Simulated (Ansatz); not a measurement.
AlBRu$_{3}$:
```
AlBRu3
1.0
    4.02736     0.00000     0.00000
    0.00000     4.02736     0.00000
    0.00000     0.00000     4.02736
Al Ru B
1 3 1
Cartesian
  0.00000   0.00000   0.00000
  0.00000   2.01368   2.01368
  2.01368   0.00000   2.01368
  2.01368   2.01368   0.00000
  2.01368   2.01368   2.01368
```

Relaxed with r²SCAN. Special points in fractions of this cell's reciprocal vectors: Γ (0.000, 0.000, 0.000); X (0.000, 0.500, 0.000); M (0.500, 0.500, 0.000); R (0.500, 0.500, 0.500).

Question: List the band energies nearest the Fermi level at these points for the program Ansatz at the r²SCAN with spin–orbit coupling level (PAW).

Answer: In eV from the Fermi level; about four levels below and three above (degenerate sets whole), none deeper than 8.9 eV; points with the same levels are listed once.

| k | below | above |
|---|---|---|
| Γ | -0.39 -0.39 -0.39 -0.39 | 1.55 1.55 1.68 1.68 |
| X | -0.68 -0.68 -0.49 -0.49 | 0.13 0.13 1.77 1.77 |
| M | -0.70 -0.70 -0.30 -0.30 | 0.05 0.05 0.47 0.47 |
| R | -0.17 -0.17 -0.17 -0.17 | 1.35 1.35 1.47 1.47 1.47 1.47 |

Space group Pm-3m (cubic perovskite). The start of the workflow was typed in or built on a structure type; neither database checked (COD, Materials Project) lists it. Its standing as an ambient phase is unchecked. Symmetry was held in the r²SCAN relaxation; its stability against distortions is not shown here. The run is not spin-polarised. The volume moved by -15 % from the start of the relaxation.

Potentials: the earlier of the program's two PAW sets.
